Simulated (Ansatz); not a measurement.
A geometry of ZnSiP2 away from equilibrium: step 6 of the relaxation of a relaxed ZnSiP2 cell with every coordinate shifted by Gaussian noise of σ = 0.45 Å. The numbers are results of PBEsol (plane waves to 420 eV, PAW, scalar-relativistic; Ansatz, a program for electronic structure), not measurements. Γ-centred k-mesh 5×5×6 on the run's cell (coarser than for final values), Fermi–Dirac smearing 0.05 eV.

```yaml
crystal:
  lattice:
    - [-2.67203, 2.70080, 5.29389]
    - [2.62336, -2.69981, 5.26844]
    - [2.68448, 2.71226, -5.29338]
  atoms:
    - { symbol: Zn, position: [0.76098, 0.23644, 0.52490] }
    - { symbol: Zn, position: [0.03101, 0.94746, 0.01391] }
    - { symbol: Si, position: [0.25747, 0.71423, 0.48820] }
    - { symbol: Si, position: [0.52818, 0.48288, 0.02719] }
    - { symbol: P, position: [0.15817, 0.10455, 0.53966] }
    - { symbol: P, position: [0.63511, 0.59638, 0.50199] }
    - { symbol: P, position: [0.40278, 0.83200, 0.00444] }
    - { symbol: P, position: [0.89566, 0.34338, 0.02268] }
```

Problem. Predict the force on each atom, in eV/Å.

Solution. 
```json
[
 {"atom": "Zn1", "Fx": "-0.53", "Fy": "0.33", "Fz": "-0.11"},
 {"atom": "Zn2", "Fx": "0.50", "Fy": "-0.01", "Fz": "0.14"},
 {"atom": "Si3", "Fx": "0.44", "Fy": "0.93", "Fz": "-0.43"},
 {"atom": "Si4", "Fx": "-0.73", "Fy": "0.20", "Fz": "-0.31"},
 {"atom": "P5", "Fx": "0.05", "Fy": "-0.16", "Fz": "0.21"},
 {"atom": "P6", "Fx": "0.31", "Fy": "-0.61", "Fz": "-0.08"},
 {"atom": "P7", "Fx": "-0.25", "Fy": "-0.61", "Fz": "0.54"},
 {"atom": "P8", "Fx": "0.21", "Fy": "-0.08", "Fz": "0.04"}
]
```

Problem. What is the pressure?

Solution. -1.2 GPa, compression positive.

Problem. How far above the relaxed end point is this geometry?

Solution. 0.02 eV/atom; the path ends in I-42d (No. 122) (chalcopyrite type).

No spin polarisation in the result.
